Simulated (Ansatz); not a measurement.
CdTe (rock salt, Fm-3m) at seven volumes, DFT-r²SCAN in the program Ansatz with PAW potentials, scaled uniformly. One row is withheld.

```tsv
V (Å³/atom)	P (GPa)
25.609	6.29
26.453	3.82
27.298	1.75
28.142	0.00
28.986	-1.47
29.830	?
30.675	-3.73
```

Fit the shown pressures and predict the withheld one.

P = (3/2)B₀(x^(7/2) − x^(5/2))[1 + (3/4)(B′ − 4)(x − 1)] with x = (V₀/V)^(2/3). Least squares on the six rows gives V₀ = 28.143 Å³/atom, B₀ = 53.2 GPa, B′ = 4.78. At V = 29.830, x = 0.9619 and P = -2.70 GPa. The run itself gave -2.70 GPa.

This is a known high-pressure phase of the composition, computed here at zero pressure and temperature. The r²SCAN relaxation kept the symmetry of its start; whether a distortion lowers the energy is not shown. Scalar-relativistic: spin–orbit coupling is off unless named, which matters more the heavier the elements.

Potentials: the later of the program's two PAW sets.
